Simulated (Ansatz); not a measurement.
**La$_{4}$Pb$_{3}$: pressure against volume**

A database entry relaxed whole under r2SCAN (I-43d):

```
CELL_PARAMETERS angstrom
-4.96373 4.96373 4.96373
4.96373 -4.96373 4.96373
4.96373 4.96373 -4.96373
ATOMIC_POSITIONS crystal
La 0.13699 0.13699 0.13699
La 0.86301 0.50000 0.00000
La 0.50000 0.00000 0.36301
La 0.00000 0.86301 0.50000
La 0.36301 0.50000 0.00000
La 0.63699 0.63699 0.63699
La 0.00000 0.36301 0.50000
La 0.50000 0.00000 0.86301
Pb 0.25000 0.62500 0.37500
Pb 0.37500 0.25000 0.62500
Pb 0.75000 0.87500 0.12500
Pb 0.12500 0.75000 0.87500
Pb 0.62500 0.37500 0.25000
Pb 0.87500 0.12500 0.75000
```

The cell was scaled uniformly, its shape held, and the atoms relaxed at each volume with plane-wave PAW DFT (Ansatz 0.2.0; r2SCAN, 500 eV, 5×5×5 Γ-centred mesh, fermi-dirac occupations of width 0.100 eV; no spin, no spin-orbit coupling). One row is withheld.

| volume (Å³/atom) | energy over the lowest (meV/atom) | pressure (GPa) |
| --- | --- | --- |
| 32.846 | 20.8 | 3.27 |
| 33.545 | 9.0 | 2.07 |
| 34.244 | 2.3 | 0.96 |
| 34.943 | 0.0 | -0.01 |
| 35.642 | ? | ? |
| 36.341 | 7.4 | -1.69 |
| 37.039 | 16.2 | -2.42 |

Fit the pressures of the other rows to the third-order Birch-Murnaghan form.

With f = [(V₀/V)^(2/3) − 1]/2 and P = 3B₀f(1 + 2f)^(5/2)[1 + 3(B₀′ − 4)f/2], least squares gives V₀ = 34.94 Å³ an atom, B₀ = 46.7 GPa and B₀′ = 4.2; the rows miss the fit by 0.01 GPa. The slope of the energies differs from these pressures by 0.05 GPa, since they are taken to zero smearing while pressures follow the free energy.

What does the withheld row hold?

The fit gives -0.90 GPa at 35.642 Å³; the run gave -0.88 GPa and 1.8 meV an atom.

Caveats: the shape of the cell was held; 0 K, fixed nuclei; the symmetry was kept, and this need not be the phase that is stable at 0 K; one mesh for all volumes; every run is gapless at this level; pressure is positive in compression.
